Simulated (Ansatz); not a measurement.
Hf3Co2Si3 in space group Cmcm (No. 63; Pearson symbol oS32), plane-wave PAW PBE (Ansatz code), all energies at zero smearing, with the estimated change up to a 700 eV cutoff added, with one set of potentials and settings (totals compare only within such a set). Cell of 16 atoms (6 Hf, 4 Co, 6 Si): -118661.067 eV.

```tsv
element	reference phase	E (eV/atom)
Hf	P6_3/mmc, 2 atoms in the cell	-15721.3637
Co	P6_3/mmc, 2 atoms in the cell, spin-polarised	-5126.1559
Si	Fd-3m, 2 atoms in the cell	-635.8096
```

Formation energy per atom, worked out: (-118661.067 − 6×(-15721.3637) − 4×(-5126.1559) − 6×(-635.8096))/16 = -0.838 eV/atom (-81 kJ per mol of atoms), at 0 K, without zero-point energy or fitted corrections.

The workflow started from a Materials Project entry (that database holds measured and hypothetical structures alike); the Crystallography Open Database copy checked does not list it. Its standing as an ambient phase is unchecked. The cell was relaxed with PBE under the symmetry of its start; whether a distortion lowers the energy is not shown. The workflow began spin-polarised and lost its moments. The references are the lowest solids computed at this level, not always the standard phases. Spin–orbit coupling is left out wherever it is not named.

Potentials: the later of the program's two PAW sets.
